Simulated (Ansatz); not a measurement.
Te₂Mo:
```cif
data_Mo4Te8
_chemical_formula_sum 'Te8 Mo4'
_space_group_name_H-M_alt 'P21/m'
_space_group_IT_number 11
_space_group_name_Hall '-P 2yb'
_cell_length_a 6.28665
_cell_length_b 3.43900
_cell_length_c 13.38097
_cell_angle_alpha 90.000
_cell_angle_beta 93.592
_cell_angle_gamma 90.000
loop_
_atom_site_label
_atom_site_type_symbol
_atom_site_symmetry_multiplicity
_atom_site_Wyckoff_symbol
_atom_site_fract_x
_atom_site_fract_y
_atom_site_fract_z
_atom_site_occupancy
Te1 Te 2 e 0.44173 0.25000 0.65251 1
Te2 Te 2 e 0.58611 0.25000 0.10473 1
Te3 Te 2 e 0.09369 0.75000 0.15293 1
Mo1 Mo 2 e 0.67961 0.25000 0.49323 1
Te4 Te 2 e 0.05630 0.25000 0.39492 1
Mo2 Mo 2 e 0.18159 0.25000 0.00787 1
```

Relaxed at zero pressure with the program Ansatz at the LDA level (PAW).

**Question.** The volume is lowered by 9 % and shape and atoms relax at that volume. What pressure results, and how do the axes share the change?

**Answer.** 6.6 GPa; a -1.5 %, b -1.8 %, c -5.6 %; the energy rises by 38 meV/atom.

**Question.** Give the new structure.

**Answer.** 
Space group P2₁/m (No. 11); a = 6.190 Å, b = 3.376 Å, c = 12.626 Å, α = 90.00°, β = 95.31°, γ = 90.00°

```csv
atom,site,symmetry,x,y,z
Te,2e,m,0.4491,0.2500,0.6611
Te,2e,m,0.5935,0.2500,0.1104
Te,2e,m,0.0994,0.7500,0.1621
Mo,2e,m,0.6809,0.2500,0.4938
Te,2e,m,0.0472,0.2500,0.3891
Mo,2e,m,0.1838,0.2500,0.0090
```

The phase is kept; no other phase was compared at this pressure.

Space group P2_1/m. The workflow started from an entry of the Crystallography Open Database (COD), which files this formula under 2 space groups. It is not the phase usual at ambient conditions (space group No. 194). Symmetry was held in the LDA relaxation; its stability against distortions is not shown here. The run is not spin-polarised. A crystal of weakly bound layers computed without a dispersion correction: the cell and the soft elastic constants depend strongly on that. Scalar-relativistic: spin–orbit coupling is off unless named, which matters more the heavier the elements.

Potentials: the earlier of the program's two PAW sets.
